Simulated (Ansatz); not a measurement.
## Band table of SiTe$_{2}$

```
CELL_PARAMETERS angstrom
3.47433 0.00000 0.00000
-1.73717 3.00886 0.00000
0.00000 0.00000 5.50583
ATOMIC_POSITIONS crystal
Si 0.00000 0.00000 0.00000
Te 0.33333 0.66667 0.71289
Te 0.66667 0.33333 0.28711
```

The base volume is that of a database entry, with shape and atoms relaxed on PAW files at held volume, so it needn't be at zero pressure; the structure needn't be the stable phase, at rest or compressed.

Computed with Ansatz 0.2.0; functional r²SCAN, scalar-relativistic. Settings: a Γ-centred 11×11×5 k mesh, Fermi–Dirac smearing of 0.05 eV, no spin polarisation. Methods: PAW: frozen-core files, cutoff 500 eV.

This run: volume at 0.65 of the series' base cell.

Spin–orbit coupling is left out, which matters for the heavy atoms. The PAW files were made under PBE.

Path points, in fractions of the reciprocal vectors: Γ (0.000, 0.000, 0.000), M (0.500, 0.000, 0.000), K (0.333, 0.333, 0.000), A (0.000, 0.000, 0.500), L (0.500, 0.000, 0.500), H (0.333, 0.333, 0.500). Levels in eV from the Fermi level; bands 11 to 20, counted from the lowest band of the run. The gap is zero, the pressure 34.5 GPa.

```
# k(1/Å) point b11 b12 b13 b14 b15 b16 b17 b18 b19 b20
0.000 Γ -17.03 -13.04 -10.19 -0.79 -0.79 -0.69 -0.69 1.20 3.13 4.31
0.174 - -16.91 -12.95 -10.07 -2.33 -1.69 -0.85 0.07 1.32 3.45 4.08
0.348 - -16.57 -12.68 -9.74 -4.35 -2.58 -2.07 0.43 0.79 2.24 3.75
0.522 - -15.99 -12.29 -9.22 -6.20 -3.55 -3.33 -0.75 0.31 1.55 3.51
0.696 - -15.21 -11.97 -8.78 -7.33 -5.03 -3.89 -2.46 0.01 1.03 3.27
0.870 - -14.27 -12.17 -8.83 -6.95 -6.32 -4.24 -4.01 -0.24 0.67 3.09
1.044 M -13.51 -12.76 -8.70 -6.97 -6.28 -4.94 -4.35 -0.33 0.54 3.03
1.145 - -13.48 -12.73 -8.74 -6.93 -6.24 -5.01 -4.43 -0.73 0.70 2.19
1.245 - -13.38 -12.64 -8.90 -6.81 -6.13 -5.25 -4.49 -1.62 0.40 2.28
1.346 - -13.22 -12.51 -9.20 -6.61 -5.93 -5.52 -4.46 -2.64 -0.44 3.32
1.446 - -13.00 -12.37 -9.61 -6.34 -5.66 -5.63 -4.43 -3.65 -1.25 4.64
1.546 - -12.74 -12.30 -10.01 -6.01 -5.54 -5.31 -4.58 -4.54 -1.81 6.05
1.647 K -12.45 -12.45 -10.18 -5.71 -5.29 -5.29 -4.88 -4.88 -2.00 7.19
1.848 - -13.44 -11.90 -9.64 -6.65 -6.03 -4.51 -4.43 -3.80 -1.49 5.78
2.049 - -14.63 -11.74 -8.75 -6.91 -6.83 -3.30 -3.25 -2.44 -0.44 4.56
2.250 - -15.66 -12.09 -8.94 -6.12 -5.89 -2.02 -1.92 -0.87 0.81 3.67
2.451 - -16.41 -12.57 -9.59 -4.34 -4.26 -0.92 -0.80 0.69 2.06 3.27
2.652 - -16.87 -12.92 -10.04 -2.35 -2.34 -0.35 -0.34 1.35 3.38 3.84
2.853 Γ -17.03 -13.04 -10.19 -0.79 -0.79 -0.69 -0.69 1.20 3.13 4.31
2.948 - -16.99 -13.25 -9.91 -0.86 -0.86 -0.59 -0.59 0.78 3.20 4.17
3.043 - -16.89 -13.72 -9.24 -0.94 -0.94 -0.43 -0.43 -0.19 3.33 3.83
3.138 - -16.72 -14.26 -8.36 -1.36 -0.99 -0.99 -0.25 -0.25 3.41 3.41
3.233 - -16.49 -14.78 -7.36 -2.60 -1.03 -1.03 -0.07 -0.07 3.03 3.03
3.328 - -16.20 -15.25 -6.30 -3.81 -1.05 -1.05 0.07 0.07 2.75 2.75
3.423 A -16.00 -15.52 -5.46 -4.70 -1.06 -1.06 0.13 0.13 2.65 2.65
3.597 - -15.88 -15.41 -5.37 -4.76 -1.81 -1.33 -0.86 -0.21 2.12 3.17
3.771 - -15.54 -15.08 -5.37 -5.00 -3.28 -2.24 -1.94 -0.87 1.23 4.16
3.945 - -14.98 -14.56 -6.60 -5.27 -4.40 -2.57 -2.56 -1.52 0.42 3.49
4.119 - -14.22 -13.87 -8.17 -6.89 -3.91 -3.05 -2.33 -2.04 -0.16 3.08
4.293 - -13.40 -13.13 -9.60 -8.23 -3.36 -3.27 -2.37 -2.25 -0.23 2.51
4.467 L -12.96 -12.70 -10.31 -8.80 -3.47 -2.66 -2.64 -2.49 0.02 1.82
4.568 - -12.93 -12.68 -10.28 -8.76 -4.13 -3.43 -2.13 -1.85 0.18 1.85
4.668 - -12.84 -12.61 -10.18 -8.65 -5.10 -4.35 -1.58 -1.31 0.60 1.95
4.769 - -12.69 -12.50 -10.04 -8.47 -6.06 -5.28 -1.19 -0.90 1.13 2.10
4.869 - -12.51 -12.38 -9.89 -8.22 -6.90 -6.15 -0.88 -0.59 1.62 2.30
4.970 - -12.33 -12.27 -9.77 -7.92 -7.49 -6.87 -0.61 -0.40 2.04 2.53
5.070 H -12.23 -12.23 -9.75 -7.70 -7.70 -7.25 -0.41 -0.41 2.27 2.67
5.271 - -12.67 -12.57 -9.43 -7.77 -7.10 -6.48 -1.14 -0.56 2.08 2.98
5.472 - -13.67 -13.38 -8.35 -6.97 -5.87 -5.41 -2.13 -1.34 2.41 3.96
5.673 - -14.64 -14.25 -6.89 -5.65 -4.52 -4.39 -2.55 -1.98 2.52 3.76
5.874 - -15.39 -14.94 -5.47 -5.11 -3.33 -3.11 -1.90 -1.72 2.31 3.37
6.075 - -15.84 -15.37 -5.34 -4.79 -1.94 -1.58 -0.92 -0.46 2.28 3.02
6.276 A -16.00 -15.52 -5.46 -4.70 -1.06 -1.06 0.13 0.13 2.65 2.65
```
